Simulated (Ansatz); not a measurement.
Input:

SiRh:
```cif
data_Rh4Si4
_chemical_formula_sum 'Si4 Rh4'
_space_group_name_H-M_alt 'P 1'
_space_group_IT_number 1
_cell_length_a 4.57092
_cell_length_b 4.57041
_cell_length_c 5.53160
_cell_angle_alpha 90.000
_cell_angle_beta 116.088
_cell_angle_gamma 90.000
loop_
_space_group_symop_operation_xyz
  'x, y, z'
loop_
_atom_site_label
_atom_site_type_symbol
_atom_site_fract_x
_atom_site_fract_y
_atom_site_fract_z
_atom_site_occupancy
Si1 Si 0.79149 0.64804 0.06534 1
Si2 Si 0.20851 0.35196 0.93466 1
Si3 Si 0.20851 0.14804 0.43466 1
Si4 Si 0.79149 0.85196 0.56534 1
Rh1 Rh 0.30047 0.64586 0.61394 1
Rh2 Rh 0.69953 0.35414 0.38606 1
Rh3 Rh 0.69953 0.14586 0.88606 1
Rh4 Rh 0.30047 0.85414 0.11394 1
```

This is the PBEsol-relaxed structure.

Task: All from DFT-PBEsol in the program Ansatz with PAW potentials, unless another level is named. Estimate the electronic character.

Result: metallic (no gap).

Task: Next, the formation energy from the elements (no fitted shifts)?

Result: -86 kJ/mol-atom.

Task: Next, the density of states at the Fermi level?

Result: 0.07 states/eV per atom (mean over ±0.08 eV).

Task: Next, the gap with spin–orbit coupling?

Result: none (metallic).

Space group P2_1/c. The workflow started from a Materials Project entry (that database holds measured and hypothetical structures alike); the Crystallography Open Database files this formula in space group No. 14, but the cells were not matched. Whether it is the stable phase at ambient conditions was not checked. Symmetry was held in the PBEsol relaxation; whether a distortion lowers the energy is not shown. No spin polarisation was allowed. The references are the lowest solids computed at this level, not always the standard phases. Scalar-relativistic: spin–orbit coupling is off unless named, which matters more the heavier the elements.

Potentials: the later of the program's two PAW sets.
